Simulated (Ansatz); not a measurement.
Cs (bcc (W type), Im-3m) under volume change, the program Ansatz at the PBE level (PAW), scaled uniformly.

```json
[
 {"V (Å³/atom)": "106.520", "E − E(relaxed) (meV/atom)": "6.6", "P (GPa)": "0.21"},
 {"V (Å³/atom)": "110.032", "E − E(relaxed) (meV/atom)": "2.8", "P (GPa)": "0.13"},
 {"V (Å³/atom)": "113.544", "E − E(relaxed) (meV/atom)": "0.7", "P (GPa)": "0.06"},
 {"V (Å³/atom)": "117.055", "E − E(relaxed) (meV/atom)": "0.0", "P (GPa)": "0.00"},
 {"V (Å³/atom)": "120.567", "E − E(relaxed) (meV/atom)": "0.6", "P (GPa)": "-0.05"},
 {"V (Å³/atom)": "124.079", "E − E(relaxed) (meV/atom)": "2.3", "P (GPa)": "-0.10"},
 {"V (Å³/atom)": "127.590", "E − E(relaxed) (meV/atom)": "5.0", "P (GPa)": "-0.14"}
]
```

Task: What does a third-order Birch–Murnaghan fit give for V₀, B₀ and B′?

Result: V₀ = 117.07 Å³/atom, B₀ = 1.9 GPa, B′ = 3.4.

The PBE relaxation kept the symmetry of its start. Spin–orbit coupling is left out wherever it is not named.

Potentials: the later of the program's two PAW sets.
